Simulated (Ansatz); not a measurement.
AlGa$_{3}$As$_{4}$ in space group P-4m2 (No. 115; Pearson symbol tP8), DFT-PBE in the program Ansatz with PAW potentials. The conduction-band minimum lies at Γ, with 1 equivalent valley. Second derivatives d²E/dk² of the lowest band at one valley (eV·Å²), along Cartesian directions:

```csv
direction,d²E/dk²
[100],224.1
[010],224.1
[001],210.5
[110],224.4
[101],217.2
[011],217.2
```

Find the principal effective masses, the density-of-states mass and the conductivity mass.

Off-diagonal terms follow from H_xy = H[110] − (H_xx + H_yy)/2, and m*/mₑ = 7.620 eV·Å² over each eigenvalue: 0.034, 0.034, 0.036. One valley's DOS mass (m₁m₂m₃)^(1/3) = 0.035, conductivity mass 3/(Σ 1/mᵢ) = 0.035 mₑ.

What effective density of states Nc follows at 300 K for parabolic valleys?

Nc = 2.509e19 × 1 × (0.035)^(3/2) ≈ 1.6e17 cm⁻³.

The start of the workflow was typed in or built on a structure type; neither database checked (COD, Materials Project) lists it. Whether it is the stable phase at ambient conditions was not checked. The PBE relaxation kept the symmetry of its start; its stability against distortions is not shown here. Scalar-relativistic: spin–orbit coupling is off unless named, which matters more the heavier the elements.

Potentials: the earlier of the program's two PAW sets.

Edges and masses are those of Kohn–Sham bands, whose gap is no quasiparticle gap.
